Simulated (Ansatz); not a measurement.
A generator proposed this cell of AlIn2Sb2As.

Space group P-3m1 (No. 164). a = 4.492 Å, b = 4.492 Å, c = 7.542 Å, α = 90.00°, β = 90.00°, γ = 120.00°
| atom | site | symmetry | x | y | z |
| --- | --- | --- | --- | --- | --- |
| Al | 1a | -3m. | 0.0000 | 0.0000 | 0.0000 |
| In | 2d | 3m. | 0.3333 | 0.6667 | 0.3394 |
| Sb | 2d | 3m. | 0.3333 | 0.6667 | 0.7312 |
| As | 1b | -3m. | 0.0000 | 0.0000 | 0.5000 |

Theory: DFT PBE, scalar-relativistic, plane waves, PAW (Ansatz 0.2.0). Plane waves to 420 eV, a k mesh through Γ of 6×6×2 on the computed 6-atom cell and Gaussian smearing (0.10 eV); no spin polarisation.

Formation energies are uncorrected and refer to the elements' standard structures at the same level.

Task: Estimate its pressure, forces and energy as it stands.

Result: The pressure is 23.2 GPa (the mean over three directions, positive in compression), the largest force is 2.99 eV/Å, and the energy is +0.82 eV/atom against the elements. The shortest distance is 2.65 Å.

Task: Is it a good guess?

Result: A rough one: relaxing gains about 0.72 eV/atom (the start's value is from the coarse mesh, so the gain is rough) in 30 ionic steps and ends at +0.10 eV/atom on the finer mesh. The symmetry goes from P-3m1 (No. 164) to P6/mmm (No. 191). The volume per atom grows by 14.6 %, from 22.0 to 25.2 Å³. The shortest distance goes from 2.65 Å (In–Sb) to 2.96 Å (Al–As and In–Sb). Conventional cell: a = 5.425 Å, c = 5.927 Å. Al has 2 As at 2.96 Å and 6 Sb at 3.13 Å; around In lie 2 Sb at 2.96 Å, 3 As at 3.13 Å and 3 In at 3.13 Å; Sb has 2 In at 2.96 Å, 3 Al at 3.13 Å and 3 Sb at 3.13 Å; As has 2 Al at 2.96 Å and 6 In at 3.13 Å.

The last run used a 12×12×6 mesh (in the run's order of axes) for its 6-atom cell and Gaussian smearing of 0.10 eV. Spin–orbit coupling, which can matter for Sb, is left out. The reference form of As is held partly by dispersion forces, which this level lacks. The relaxation can't lower the symmetry of the start, and the grade says only how near the guess is to its own end. Symmetry constrained the relaxation, so the result can be a saddle point.
